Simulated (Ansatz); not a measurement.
Ti$_{6}$O: do energies and stresses tell the same story?

Method: Ansatz, DFT r2SCAN, scalar-relativistic, plane waves, PAW.

Plane waves to 500 eV, a k mesh through Γ of 12×12×4 on the computed 14-atom cell and Gaussian smearing (0.10 eV); no spin polarisation.

Relaxed cell: P-31c, a = 5.103 Å, b = 5.103 Å, c = 9.447 Å, α = 90.00°, β = 90.00°, γ = 120.00°, 14 atoms in the primitive cell. Whether it is the stable form of this composition wasn't checked.

Energies at zero smearing and pressures from the stress tensor, at volumes with shape and atoms relaxed:
| V (Å³/atom) | E − E(first) (meV/atom) | P (GPa) |
| --- | --- | --- |
| 13.394 | 0.00 | 22.76 |
| 13.850 | -54.67 | 15.81 |
| 14.307 | -90.87 | 9.78 |
| 14.763 | -111.02 | 4.54 |
| 15.220 | -117.26 | -0.01 |
| 15.677 | -111.45 | -3.94 |
| 16.133 | -95.20 | -7.34 |
| 16.742 | -59.75 | -11.15 |

Task: Check P = −dE/dV between neighbouring volumes, and get the bulk modulus from the pressures alone.

Result: With 1 eV/Å³ = 160.2 GPa:
```csv
middle V (Å³/atom),−ΔE/ΔV (GPa),mean P (GPa)
13.622,19.184,19.286
14.079,12.701,12.793
14.535,7.072,7.157
14.992,2.190,2.265
15.448,-2.041,-1.975
15.905,-5.700,-5.640
16.438,-9.330,-9.246
```

The two differ by 0.10 GPa at most. The mean of two end pressures misses the average over a step by about ΔV² P″/12, up to 0.08 GPa here; with that taken off 0.02 GPa remains. Around V = 15.220 Å³/atom, the two neighbours give B = −V ΔP/ΔV = 15.220 × 8.48 / 0.913 = 141.3 GPa, against B0 = 140.5 GPa from the Birch–Murnaghan fit of the energies.

Spin polarisation was left out, and a magnetic state may lie lower.

A ferromagnetic start lost its moments in a first run, so spin was left out; other magnetic orders weren't tried.

Cost: 9 runs of about 110 core-minutes in all, on Intel Xeon Platinum 8488C (Sapphire Rapids) (shared hosts).